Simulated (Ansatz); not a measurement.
Zr4Al3:
```
CELL_PARAMETERS angstrom
      5.39790     0.00000     0.00000
     -2.69895     4.67472     0.00000
      0.00000     0.00000     5.33266
ATOMIC_POSITIONS crystal
  Zr 0.00000 0.00000 0.26034
  Zr 0.00000 0.00000 0.73966
  Zr 0.33333 0.66667 0.50000
  Zr 0.66667 0.33333 0.50000
  Al 0.00000 0.50000 0.00000
  Al 0.50000 0.00000 0.00000
  Al 0.50000 0.50000 0.00000
```

Relaxed with PBEsol. Special points in fractions of this cell's reciprocal vectors: Γ (0.000, 0.000, 0.000); M (0.500, 0.000, 0.000); K (0.333, 0.333, 0.000); A (0.000, 0.000, 0.500); L (0.500, 0.000, 0.500); H (0.333, 0.333, 0.500).

### Question
List the band energies nearest the Fermi level at these points for the program Ansatz at the PBEsol with spin–orbit coupling level (PAW).

### Answer
In eV from the Fermi level; about four levels below and three above (degenerate sets whole), none deeper than 8.9 eV; points with the same levels are listed once.

```json
[
 {"k": "Γ", "below": "-1.14 -1.14 -1.04 -1.04", "above": "1.30 1.30 1.37 1.37"},
 {"k": "M", "below": "-0.90 -0.90 -0.10 -0.10", "above": "0.53 0.53 0.65 0.65"},
 {"k": "K", "below": "-0.40 -0.40 -0.38 -0.38", "above": "1.07 1.07 1.13 1.13"},
 {"k": "A", "below": "-0.80 -0.80 -0.74 -0.74", "above": "0.50 0.50 1.19 1.19"},
 {"k": "L", "below": "-0.70 -0.70 -0.66 -0.66", "above": "0.10 0.10 0.16 0.16"},
 {"k": "H", "below": "-0.09 -0.09 -0.07 -0.07", "above": "0.10 0.10 0.86 0.86 0.87 0.87"}
]
```

Space group P6/mmm. The first step of the workflow began from a Materials Project structure, measured or hypothetical; the Crystallography Open Database copy checked does not list it. Its standing as an ambient phase is unchecked. The PBEsol relaxation kept the symmetry of its start; of distortions, only those at the zone centre were tested. The run is not spin-polarised.

Potentials: the later of the program's two PAW sets.
